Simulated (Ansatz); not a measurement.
RuW (rock salt), relaxed with PBE (Ansatz, an electronic-structure program, plane waves, PAW): a = b = c = 5.1306 Å, α = β = γ = 90.00°.

ΔH_f (eV/atom): 0.97
B₀ by P(V) fit (GPa): 233

Problem. The same phase is relaxed and computed with r²SCAN in the same code. What are the cell and these values now?

Solution. a = b = c = 5.100 Å, α = β = γ = 90.00°.

- ΔH_f (eV/atom): 1.00
- B₀ by P(V) fit (GPa): 248

Typed or built starts, not in the databases checked: RuW, rock salt. Unstable at this level: RuW, rock salt with r²SCAN. All cells were relaxed under the symmetry of their starts (and spin orders); stability against distortions was not tested throughout. Rows with no word on spin ran without spin polarisation. Spin–orbit coupling is left out wherever it is not named.

Potentials: the earlier of the program's two PAW sets.

Ansatz is a plane-wave DFT program.

Formation energies count from the lowest solids of the elements computed at the same level, not from gases.
